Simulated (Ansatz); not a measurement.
As (A7 type, space group R-3m)

```
CELL_PARAMETERS angstrom
      1.87288     1.08131     3.25124
     -1.87288     1.08131     3.25124
      0.00000    -2.16262     3.25124
ATOMIC_POSITIONS crystal
  As 0.23276 0.23276 0.23276
  As 0.76724 0.76724 0.76724
```

Two-dimensional scan of atom 2 (As, nearest neighbour As at 2.518 Å; its periodic images, 3.7 Å or more away, move with it): u runs along (0.707, 0.707, 0.000), v along (0.000, 0.000, 1.000) (Cartesian). Cell and other atoms are fixed.

These are PBEsol-D3(BJ) (plane waves to 420 eV, PAW, scalar-relativistic; Ansatz, a quantum-chemistry and plane-wave program) values and carry that method's errors. k mesh 12×12×12 (Γ-centred), Fermi-Dirac smearing 0.05 eV. Points where atoms come too close for the PAW data are left out (x in tables, blank in figures). With partly filled bands, energies and forces of such displacements shift with the k mesh and the smearing. Fu and Fv are the components of the force on the atom. As was relaxed with its symmetry unable to fall. The PAW data are Ansatz's earlier set. 

```csv
Fu (eV/Å),u = -0.630,u = -0.420,u = -0.210,u = 0.000,u = 0.210,u = 0.420,u = 0.630
v = -0.630,2.76,1.48,…,0.00,-0.70,-2.37,-5.15
v = -0.420,2.64,0.99,-0.25,0.00,…,-1.20,-3.28
v = -0.210,3.56,1.36,-0.02,0.00,…,-1.04,-2.60
v = 0.000,5.69,…,0.89,0.00,-0.61,-1.65,-2.87
v = 0.210,…,4.76,1.83,0.00,-1.38,-2.66,-3.60
v = 0.420,15.36,7.31,2.81,0.00,-2.11,-3.79,-4.71
v = 0.630,x,10.50,3.77,0.00,-2.77,-4.91,-6.18
```

Problem. Some entries are withheld; supply them.

Solution. 
- v = -0.630, u = -0.210: 0.45
- v = -0.420, u = 0.210: 0.16
- v = -0.210, u = 0.210: 0.16
- v = 0.000, u = -0.420: 2.71
- v = 0.210, u = -0.630: 9.45

(For displaced atoms, the force is minus the slope of the energy, and its curvature is a force constant, which sets phonon frequencies.)
